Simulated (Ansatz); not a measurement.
RbCdI3 in the cubic perovskite structure, relaxed with r2SCAN in Ansatz: it is cubic, Pm-3m (No. 221); conventional cell a = 5.951 Å, 42.15 Å³ an atom. Rb has 12 I at 4.21 Å; Cd has 6 I at 2.98 Å; I has 2 Cd at 2.98 Å and 4 Rb at 4.21 Å. The cell was then strained (x, y and z are the cube axes), with the atoms relaxed again; stress is positive in compression. Note: simulated data, non-magnetic, for a generated structure that need not be the stable one.

- Isotropic +1.5 % on every length: the pressure changes by -0.88 GPa.
- Epitaxial strain of -2.0 % in the (001) plane: the free normal strain is +1.60 % and the in-plane stress changes by +0.95 GPa.

**What bulk modulus does the isotropic step give?** Δ ln V = 3 ln(1.0150) = +0.0447, so B ≈ −ΔP/Δ ln V = 20 GPa.

**What do the film's normal strain and stress say about the elastic constants?** ε⊥/ε∥ = (+0.0160)/(-0.0200) = -0.80, which linear elasticity sets to −2C₁₂/C₁₁. The biaxial modulus is M = −Δσ/ε∥ = 48 GPa.

**How much elastic energy does the film store, with 42.15 Å³ an atom?** u = M ε∥² = −Δσ ε∥ = -0.95 × (-0.0200) = 0.0190 GPa, and 1 GPa Å³ is 6.2415 meV: 5.00 meV an atom. The total energies of the two runs differ by 4.93 meV an atom.
